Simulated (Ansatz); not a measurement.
The start is a relaxed TaSi2 cell displaced along its unstable phonon at q = (½, 0, 0) of its primitive reciprocal cell (131i cm⁻¹), largest move 0.15 Å. Cell shape, volume and atoms are optimised at zero target pressure with r2SCAN (plane waves to 500 eV, PAW, scalar-relativistic; Ansatz, a quantum-chemistry and plane-wave program). The first steps use a coarse 9×9×9 k-mesh.

Initial structure:
```yaml
crystal:
  lattice:
    - [0.00000, 6.02844, 6.02844]
    - [3.01422, 0.00000, 3.01422]
    - [3.01422, 3.01422, 0.00000]
  atoms:
    - { symbol: Ta, position: [0.01471, 0.99019, 0.99019] }
    - { symbol: Ta, position: [0.48529, 0.00981, 0.00981] }
    - { symbol: Si, position: [0.10345, 0.26437, 0.26437] }
    - { symbol: Si, position: [0.64655, 0.23563, 0.23563] }
    - { symbol: Si, position: [0.39655, 0.73563, 0.73563] }
    - { symbol: Si, position: [0.85345, 0.76437, 0.76437] }
```

```json
{
 "largest_initial_force": "1.10 eV/Å, on Ta1, Ta2 (atoms numbered as listed)",
 "energy_released": "0.27 eV/atom",
 "relative_to_the_parent": "It does not go back: it reaches R-3m (No. 166), 0.30 eV/atom below the parent",
 "Shortest distances (start → end)": "The closest pairs of elements (up to four, under 3.6 Å), start → end: Si–Ta 2.54 → 2.53 Å; Si–Si 2.85 → 2.65 Å; Ta–Ta 4.10 → 3.22 Å",
 "band_gap_at_the_end": "zero (metallic)",
 "optimiser_moves": "17"
}
```

Final values are on a 13×13×13 k-mesh of the relaxed cell. No spin polarisation in the result.

The run could not lose the symmetry of its start, so the end can be a saddle point.

The relaxed structure here is a generated cell of TaSi2: the first start was made by placing the elements on the sites of a structure type, and the end was not matched to a known phase here, so it may be hypothetical. Known forms of TaSi2 include space group No. 181.
